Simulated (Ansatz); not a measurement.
B:
```yaml
crystal:
  lattice:
    - [1.46913, -2.66229, 0.00000]
    - [1.46913, 2.66229, 0.00000]
    - [0.00000, 0.00000, 3.26271]
  atoms:
    - { symbol: B, position: [0.84409, 0.15591, 0.09007] }
    - { symbol: B, position: [0.65591, 0.34409, 0.59007] }
    - { symbol: B, position: [0.34409, 0.65591, 0.40993] }
    - { symbol: B, position: [0.15591, 0.84409, 0.90993] }
```

Relaxed with PBE. Special points in fractions of this cell's reciprocal vectors: Γ (0.000, 0.000, 0.000); Y (-0.500, 0.500, 0.000); C0 (-0.326, 0.674, 0.000); Σ0 (0.326, 0.326, 0.000); Z (0.000, 0.000, 0.500); A0 (0.326, 0.326, 0.500); E0 (-0.326, 0.674, 0.500); T (-0.500, 0.500, 0.500); S (0.000, 0.500, 0.000); R (0.000, 0.500, 0.500).

Task: List the band energies nearest the Fermi level at these points for DFT-PBE in the program Ansatz with PAW potentials.

Result: In eV from the Fermi level; about four levels below and three above (degenerate sets whole), none deeper than 8.9 eV; points with the same levels are listed once.

| k | below | above |
|---|---|---|
| Γ | -7.87 -5.88 -4.54 -3.48 | 0.56 0.91 2.51 |
| Y | -5.30 -3.51 -1.82 -0.45 | 0.70 4.63 4.75 |
| C0 | -4.74 -4.44 -1.32 | 1.30 2.40 2.80 |
| Z | -1.86 -1.86 -1.49 -1.49 | 0.94 0.94 6.47 6.47 |
| A0 | -7.53 -7.53 | 6.84 6.84 7.49 7.49 |
| T | -3.81 -3.81 | 0.83 0.83 9.15 9.15 |
| S | -5.60 -5.60 -4.55 -4.55 | 1.56 1.56 5.98 5.98 |
| R | -4.28 -4.28 | 2.03 2.03 10.27 10.27 |

Space group Cmce. The start of the workflow was typed in or built on a structure type; neither database checked (COD, Materials Project) lists it. It is not the phase usual at ambient conditions (space group No. 166). The PBE relaxation kept the symmetry of its start; its stability against distortions is not shown here.

Potentials: the earlier of the program's two PAW sets.
